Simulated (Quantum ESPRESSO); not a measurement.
One change at a time to Al4AuIr2Nb

All numbers below are calculated, not measured. They come from Quantum ESPRESSO 7.5, a public plane-wave density functional program. Each row is one single-point run on a made-up periodic cell of eight metal atoms, with elements, volume, strain and displacements drawn at random and not relaxed, so a cell may be unstable or far from any real phase. There is no spin polarisation or spin-orbit coupling.

Settings: PBE unless stated; PseudoDojo standard norm-conserving files; Fermi-Dirac width 0.25 eV, which means electrons at about 2900 K; cutoff 1116 eV; 8 x 4 x 4 k mesh shifted half a step off Gamma. E is the free energy of the whole cell (internal energy minus TS), so a -TS column is already part of it. Stress is positive in tension, and the pressure P is minus a third of its trace.

Checks: one run of this series was repeated at a higher cutoff and on a denser mesh, which moved values by no more than 0.009 eV, 0.15 GPa and 0.009 eV/Å, and a second program with other atomic files agreed on it to 2 % rms in force and 0.5 GPa in pressure. Known limits: heavy elements are run without spin-orbit coupling, which real alloys of them have; a spin test at this wide smearing found no moment, but such smearing suppresses magnetism that the real alloy may have.

The lattice is hexagonal close-packed, and the cell vectors in Å are (-2.870, 0.021, 0.035); (0.020, 5.067, -4.662); (0.093, -5.058, -4.653), a volume of 135.34 Å³ in run 1. The elements on sites 1 to 8 are Al Ir Al Al Al Au Nb Ir. Each later run makes one change to run 1 and keeps the rest. E is counted from run 1, and is n/a where other atomic files have another zero of energy.

```
run,change,V (Å³),P (GPa),-TS (eV),rms force (eV/Å),largest change of a force component (eV/Å),E (eV)
1,none,135.34,-10.75,-0.938,0.584,0.000,0.000
2,sites 4 and 8 exchanged,135.34,-9.92,-0.963,0.643,1.506,0.138
3,all lengths scaled by -0.89 %,131.77,-7.47,-0.906,0.635,0.219,-0.204
4,LDA in place of PBE,135.34,-18.19,-0.944,0.532,0.325,n/a
5,Ta on site 8,135.34,-4.55,-1.043,0.509,0.909,n/a
6,site 2 moved by +0.22 Å along x,135.34,-10.11,-0.945,0.655,0.838,?
```

## Worked estimate

Along the move dE = -F dx. The force on site 2 along x is -0.107 eV/Å in run 1 and -0.945 eV/Å in run 6, and the move is +0.22 Å, so the mean force times the move gives an estimate.

## Withheld value

Question: what E should run 6 give?

The estimate is 0.116 eV. The calculation gave 0.118 eV. The mean of two end points misses the curvature of the force.
